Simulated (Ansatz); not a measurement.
CdSiP$_{2}$:
```
CELL_PARAMETERS angstrom
     -2.79322     2.79322     5.22982
      2.79322    -2.79322     5.22982
      2.79322     2.79322    -5.22982
ATOMIC_POSITIONS crystal
  Cd 0.75000 0.25000 0.50000
  Cd 0.00000 0.00000 0.00000
  Si 0.25000 0.75000 0.50000
  Si 0.50000 0.50000 0.00000
  P  0.16594 0.12500 0.54094
  P  0.58406 0.62500 0.45906
  P  0.37500 0.83406 0.95906
  P  0.87500 0.41594 0.04094
```

x, y and z are the axes in which the lattice vectors are written.

Give the proper piezoelectric stress tensor with relaxed ions from LDA (plane waves, PAW; program Ansatz).

In C/m², rows x, y, z, Voigt columns; mesh uncertainty up to 0.01.
```
 0.00   0.00   0.00  -0.18   0.00   0.00
 0.00   0.00   0.00   0.00  -0.18   0.00
 0.00   0.00   0.00   0.00   0.00   0.02
```

The elastic tensor of the same run (GPa):

```
      1     2     3     4     5     6
-  ----  ----  ----  ----  ----  ----
1   131  66.0  70.6   0.0   0.0   0.0
2  66.0   131  70.6   0.0   0.0   0.0
3  70.6  70.6   117   0.0   0.0   0.0
4   0.0   0.0   0.0  57.0   0.0   0.0
5   0.0   0.0   0.0   0.0  57.0   0.0
6   0.0   0.0   0.0   0.0   0.0  56.2
```

Convert to strain constants d = e·S.

In pC/N:
```
 0.0   0.0   0.0  -3.2   0.0   0.0
 0.0   0.0   0.0   0.0  -3.2   0.0
 0.0   0.0   0.0   0.0   0.0   0.3
```

Space group I-42d (chalcopyrite). Symmetry was held in the LDA relaxation. Signs of piezoelectric constants follow the polarity of the cell as given.

Potentials: the later of the program's two PAW sets.
